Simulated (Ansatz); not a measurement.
# Structures of MnSe: which is lowest?

Plane-wave DFT in Ansatz with scalar-relativistic PAW potentials, cutoff 420 eV, Γ-centred meshes chosen by cell and gap, Gaussian smearing with energies taken to zero width. Every cell was relaxed (cell and atoms) in a run of its own, within the symmetry of its start. Functional: LDA.

Relaxed structures (starts from databases or built by putting these elements on another compound's sites):
A. F-43m, 2 atoms in the computed cell, a = 5.623 Å; sites (symmetry × multiplicity) Mn -43m × 4, Se -43m × 4; start: database
B. Fm-3m, 2 atoms in the computed cell, a = 5.106 Å; sites (symmetry × multiplicity) Mn m-3m × 4, Se m-3m × 4; start: database

Rank them by energy. Could pressure change the order?

| structure | group | E − E(lowest) (meV/atom) | V (Å³/atom) | gap on mesh (eV) |
| --- | --- | --- | --- | --- |
| B | Fm-3m | 0.0 | 16.64 | 0.00 |
| A | F-43m | 143 | 22.22 | 0.00 |

B is lowest, 143 meV/atom under A. The lowest is also the densest of these, so pressure wouldn't bring one of the others in at first order. Other structures may lie lower than all of these, and vibrations aren't counted.

The cell holds one magnetic atom, so it can only be ferromagnetic; an antiferromagnetic order may lie lower. Magnetic cells started from one order each; another order can shift an energy by tens of meV per atom.